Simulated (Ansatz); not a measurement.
**Contact densities of Ti against volume**

```xyz
1
Lattice="-1.6410 1.6410 1.6410 1.6410 -1.6410 1.6410 1.6410 1.6410 -1.6410" Properties=species:S:1:pos:R:3 pbc="T T T"
Ti    0.0000    0.0000    0.0000
```

Conventional cell: a = 3.282 Å, b = 3.282 Å, c = 3.282 Å, α = 90.00°, β = 90.00°, γ = 90.00°. Ti (atom 1) has 8 Ti at 2.84 Å as nearest neighbours.

The geometry is COD entry 9012924, unchecked; take it as a test cell.

Computed with DFT, PBEsol, all-electron PAW with datasets made for the crystal, scalar-relativistic in Ansatz 0.2.0.

Numerical set-up: a Γ-centred 14×14×14 k mesh, Fermi–Dirac smearing of 0.05 eV, cutoff 260 eV (chosen by the program for this cell), no spin polarisation.

The contact density is the mean electron density over the nuclear volume; its changes follow the s electrons' response to bonding and compression. Changes below are taken from the unscaled cell, where it is 56691.1 e/Å³ at Ti.

Volumes at which the program chose other datasets or cutoffs are left out.

The datasets are made afresh for each cell, so very small changes are uncertain.

Does compression raise or lower the contact density at Ti?

It raises it, by 1.21 e/Å³ over the whole range.

Tabulate the changes with volume.


```json
{"V/V(cell)": "0.9400", "P (GPa)": "-0.5", "Δρ(0) Ti (e/Å³)": "0.92"}
{"V/V(cell)": "0.9500", "P (GPa)": "-1.6", "Δρ(0) Ti (e/Å³)": "0.75"}
{"V/V(cell)": "0.9600", "P (GPa)": "-2.7", "Δρ(0) Ti (e/Å³)": "0.60"}
{"V/V(cell)": "0.9800", "P (GPa)": "-4.8", "Δρ(0) Ti (e/Å³)": "0.30"}
{"V/V(cell)": "0.9900", "P (GPa)": "-5.7", "Δρ(0) Ti (e/Å³)": "0.15"}
{"V/V(cell)": "1.0000", "P (GPa)": "-6.7", "Δρ(0) Ti (e/Å³)": "0.00"}
{"V/V(cell)": "1.0100", "P (GPa)": "-7.5", "Δρ(0) Ti (e/Å³)": "-0.14"}
{"V/V(cell)": "1.0200", "P (GPa)": "-8.4", "Δρ(0) Ti (e/Å³)": "-0.29"}
```
